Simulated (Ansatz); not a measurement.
PdAu$_{3}$ in space group I4/mmm (No. 139; Pd on 2a, Au on 4d, Au on 2b), a = 4.1106 Å, b = 4.1106 Å, c = 7.9608 Å, α = 90.00°, β = 90.00°, γ = 90.00°; the cell used has 4 atoms.

Relaxed with r²SCAN.

Question: Which orbitals make up the states near the Fermi level in plane-wave PAW r²SCAN (Ansatz code)?

Answer: Within 0.5 eV of the Fermi level: Au 6s 32 %, Pd 4d 26 %, Au 5d 23 %, outside the projected shells 18 %. Projections are on Löwdin-orthogonalised atomic valence shells; empty p or d shells of many metals are not among them.

Question: Tabulate the density of states.

Answer: States/eV per cell of 4 atoms, in 0.25 eV bins, energy from the Fermi level.

```tsv
E (eV)	total	Au 5d	Pd 4d	Au 6s
-7.85	0.47	0.03	0.00	0.43
-7.60	0.58	0.05	0.01	0.50
-7.35	0.74	0.10	0.01	0.60
-7.10	1.05	0.22	0.03	0.77
-6.85	2.57	1.12	0.17	1.25
-6.60	2.85	1.67	0.23	0.93
-6.35	4.52	3.42	0.41	0.65
-6.10	7.44	5.95	0.63	0.79
-5.85	9.42	7.78	0.72	0.80
-5.60	6.81	5.91	0.47	0.35
-5.35	6.16	5.50	0.35	0.23
-5.10	5.15	4.65	0.27	0.15
-4.85	7.43	6.55	0.59	0.20
-4.60	7.96	6.84	0.70	0.32
-4.35	6.93	5.95	0.55	0.33
-4.10	9.48	8.11	0.90	0.32
-3.85	9.33	7.72	1.20	0.28
-3.60	5.12	4.16	0.70	0.18
-3.35	8.57	6.88	1.26	0.28
-3.10	8.47	6.91	1.11	0.28
-2.85	5.13	3.69	1.09	0.20
-2.60	5.71	3.41	1.87	0.24
-2.35	5.44	3.79	1.36	0.18
-2.10	5.92	4.02	1.50	0.28
-1.85	5.63	2.65	2.65	0.23
-1.60	6.84	2.19	4.36	0.18
-1.35	6.85	2.32	4.29	0.16
-1.10	8.76	2.95	5.59	0.15
-0.85	5.12	1.71	3.17	0.17
-0.60	1.93	0.47	0.98	0.34
-0.35	1.27	0.31	0.44	0.36
-0.10	1.26	0.31	0.32	0.42
0.15	1.13	0.25	0.24	0.39
0.40	0.99	0.19	0.19	0.35
0.65	0.97	0.17	0.17	0.35
0.90	1.08	0.16	0.18	0.38
1.15	1.11	0.15	0.16	0.38
1.40	1.09	0.13	0.13	0.37
1.65	1.09	0.12	0.11	0.36
1.90	1.09	0.11	0.09	0.36
2.15	1.07	0.10	0.08	0.35
2.40	1.05	0.09	0.06	0.34
2.65	1.04	0.08	0.05	0.34
2.90	1.05	0.08	0.04	0.37
3.15	1.00	0.07	0.04	0.35
3.40	0.86	0.05	0.03	0.30
3.65	0.73	0.04	0.02	0.25
3.90	0.92	0.05	0.03	0.32
4.15	1.14	0.05	0.04	0.37
4.40	1.45	0.07	0.04	0.47
4.65	1.21	0.05	0.03	0.36
```

The workflow started from a Materials Project entry (that database holds measured and hypothetical structures alike); the Crystallography Open Database copy checked does not list it. With Pd and Au taken as one species the cell has the higher symmetry Fm-3m, so it may be an ordered model of a mixed-site phase. Its standing as an ambient phase is unchecked. The r²SCAN relaxation kept the symmetry of its start; whether a distortion lowers the energy is not shown. The run is not spin-polarised. Axis ratios of metals converge slowly with the k-mesh, so a and c are less sure than the volume. Scalar-relativistic: spin–orbit coupling is off unless named, which matters more the heavier the elements.

Potentials: the later of the program's two PAW sets.
